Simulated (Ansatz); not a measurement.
BN:
```xyz
2
Lattice="0.0000 1.8048 1.8048 1.8048 0.0000 1.8048 1.8048 1.8048 0.0000" Properties=species:S:1:pos:R:3 pbc="T T T"
N      2.7073     2.7073     2.7073
B      0.0000     0.0000     0.0000
```

Relaxed with r²SCAN. Independent-particle spectrum: no excitons, no local fields, no scissors shift; 0.1 eV broadening; ε₁ of the summed bands alone.

Problem. Tabulate the dielectric function from plane-wave PAW r²SCAN (Ansatz code).

Solution. 

```csv
E (eV),ε₁ xx,ε₂ xx
0.0,4.28,0.00
0.3,4.29,0.00
0.6,4.29,0.00
0.9,4.30,0.00
1.2,4.31,0.00
1.5,4.33,0.00
1.8,4.35,0.00
2.1,4.37,0.00
2.4,4.40,0.00
2.7,4.43,0.00
3.0,4.46,0.00
3.3,4.51,0.00
3.6,4.55,0.00
3.9,4.60,0.00
4.2,4.66,0.00
4.5,4.72,0.00
4.8,4.80,0.00
5.1,4.88,0.00
5.4,4.97,0.00
5.7,5.07,0.00
6.0,5.18,0.00
6.3,5.30,0.00
6.6,5.44,0.00
6.9,5.61,0.00
7.2,5.79,0.00
7.5,6.00,0.00
7.8,6.25,0.00
8.1,6.54,0.00
8.4,6.90,0.00
8.7,7.35,0.00
9.0,7.94,0.00
9.3,8.81,0.00
9.6,10.59,0.64
9.9,11.06,2.10
10.2,12.12,3.71
10.5,12.09,6.28
10.8,9.83,7.53
11.1,9.33,7.69
11.4,9.11,8.30
11.7,8.99,9.18
12.0,8.74,10.56
```

Problem. From ε at 10.5 eV (xx: 12.09 + 6.28i), find n, k, the normal reflectivity and the absorption coefficient.

Solution. n = 3.59, k = 0.876, R = 34 %, α = 2kE/ħc = 930000 cm⁻¹.

With all bands, ε∞ without local fields is 4.42. DFPT, with local fields, gives 4.45.

Space group F-43m (zinc blende). The cell was relaxed with r²SCAN under the symmetry of its start; phonons on a q-mesh show no instability.

Potentials: the later of the program's two PAW sets.
